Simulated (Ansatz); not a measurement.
LiCl:
```cif
data_Cl4Li4
_chemical_formula_sum 'Li4 Cl4'
_space_group_name_H-M_alt 'Fm-3m'
_space_group_IT_number 225
_space_group_name_Hall '-F 4 2 3'
_cell_length_a 5.11449
_cell_length_b 5.11449
_cell_length_c 5.11449
_cell_angle_alpha 90.000
_cell_angle_beta 90.000
_cell_angle_gamma 90.000
loop_
_atom_site_label
_atom_site_type_symbol
_atom_site_symmetry_multiplicity
_atom_site_Wyckoff_symbol
_atom_site_fract_x
_atom_site_fract_y
_atom_site_fract_z
_atom_site_occupancy
Li1 Li 4 a 0.00000 0.00000 0.00000 1
Cl1 Cl 4 b 0.50000 0.50000 0.50000 1
```
(The calculation used a cell of 2 atoms; values per cell refer to that cell.)

Relaxed with plane-wave PAW HSE06 (Ansatz code). Indices refer to the conventional cell of Fm-3m, a = 5.114 Å, b = 5.114 Å, c = 5.114 Å, α = 90.00°, β = 90.00°, γ = 90.00°.

Task: Simulate the powder diffraction pattern (Cu Kα1, λ = 1.54056 Å; lines above 1 %) up to 2θ = 90°.

Result: Simulated powder pattern, Cu Kα1, λ = 1.54056 Å (kinematic, ideal powder, no thermal factors, no anomalous dispersion; the 30 strongest lines at most, above 1 %, up to 2θ = 90°):

```tsv
2θ (°)	d (Å)	I/Imax (%)	hkl
30.24	2.953	100	(111)
35.06	2.557	85	(200)
50.43	1.808	53	(220)
59.93	1.542	31	(311)
62.90	1.476	17	(222)
74.09	1.279	7.7	(400)
82.06	1.173	13	(331)
84.68	1.144	22	(420)
```

The cell was relaxed with HSE06 under the symmetry of its start.

Potentials: the later of the program's two PAW sets.
